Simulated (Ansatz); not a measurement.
TaSi:
```xyz
2
Lattice="0.0000 2.5641 2.5641 2.5641 0.0000 2.5641 2.5641 2.5641 0.0000" Properties=species:S:1:pos:R:3 pbc="T T T"
Si     0.0000     0.0000     0.0000
Ta     2.5641     2.5641     2.5641
```

Relaxed with r²SCAN. Special points in fractions of this cell's reciprocal vectors: Γ (0.000, 0.000, 0.000); X (0.500, 0.000, 0.500); U (0.625, 0.250, 0.625); K (0.375, 0.375, 0.750); L (0.500, 0.500, 0.500); W (0.500, 0.250, 0.750).

**Question.** List the band energies nearest the Fermi level at these points for DFT-r²SCAN in the program Ansatz with PAW potentials.

**Answer.** In eV from the Fermi level; about four levels below and three above (degenerate sets whole), none deeper than 8.9 eV; … stands for higher levels left out; points with the same levels are listed once.

```json
[
 {"k": "Γ", "below": "-1.26 -1.26 -1.26 -0.72 -0.72", "above": "…"},
 {"k": "X", "below": "-4.28 -3.44 -0.39 -0.39", "above": "0.58 1.95 …"},
 {"k": "U", "below": "-4.76 -4.23 -2.42 -0.46", "above": "2.12 3.08 3.26"},
 {"k": "L", "below": "-8.00 -7.11 -3.58 -3.58", "above": "1.88 1.88 2.72"},
 {"k": "W", "below": "-8.51 -4.13 -4.13 -3.90", "above": "1.35 1.83 1.83"}
]
```

Space group Fm-3m (rock salt). A made-up cell: these elements were put on the sites of a structure type; neither database checked (COD, Materials Project) lists it. Whether it is the stable phase at ambient conditions was not checked. Symmetry was held in the r²SCAN relaxation; whether a distortion lowers the energy is not shown. The run is not spin-polarised. Spin–orbit coupling is left out wherever it is not named.

Potentials: the later of the program's two PAW sets.
